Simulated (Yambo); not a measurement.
G0W0@LDA for KSc$_{2}$F$_{7}$ (space group Cmmm, No. 65) in Yambo. Reference settings: 2×2×4 Γ-centred k mesh, bands 3 to 166 and a 6 Ry block in the screening, 166 bands in G with the Bruneval-Gonze terminator, plasmon pole fitted at 27.2 eV. The LDA gap Γ → (-0.5, -0.5, 0) on this mesh is 5.80 eV; G0W0 gaps are taken between the same points.

Gap (Γ → (-0.5, -0.5, 0)) in eV against the number of bands and the screening block, terminator on:

| bands (W and G) | 2 Ry | 3 Ry | 4 Ry | 5 Ry | 6 Ry |
|---|---|---|---|---|---|
| 58 | 12.920 | 12.526 | 12.005 | 11.909 | 11.773 |
| 77 | 12.289 | 11.869 | 11.332 | 11.239 | 11.095 |
| 103 | 12.064 | 11.647 | 11.106 | 11.017 | 10.874 |
| 134 | 11.959 | 11.548 | 11.000 | 10.912 | 10.770 |
| 166 | 11.917 | 11.506 | 10.957 | 10.870 | 10.730 |

Rough cost of the Yambo step against the reference (shared machines):

```json
[
 {"bands (W and G)": "58", "2 Ry": "1/5", "3 Ry": "1/4", "4 Ry": "1/4", "5 Ry": "1/4", "6 Ry": "1/3"},
 {"bands (W and G)": "77", "2 Ry": "1/3", "3 Ry": "1/3", "4 Ry": "1/3", "5 Ry": "1/3", "6 Ry": "1/3"},
 {"bands (W and G)": "103", "2 Ry": "1/2", "3 Ry": "~1", "4 Ry": "1/2", "5 Ry": "1/2", "6 Ry": "~1"},
 {"bands (W and G)": "134", "2 Ry": "~1", "3 Ry": "~1", "4 Ry": "~1", "5 Ry": "~1", "6 Ry": "~1"},
 {"bands (W and G)": "166", "2 Ry": "~1", "3 Ry": "~1", "4 Ry": "~1", "5 Ry": "~1", "6 Ry": "1"}
]
```

At the largest block the last step in bands moves the gap by -0.040 eV; at the most bands the last step in the block moves it by -0.140 eV.

Geometry of the Materials Project entry, not relaxed at this level; primitive cell a = b = 6.2243 Å, c = 4.0483 Å, α = β = 90.00°, γ = 116.57°.

The structure is a Materials Project entry; no match was found in the copy of COD used, and its stability was not checked.
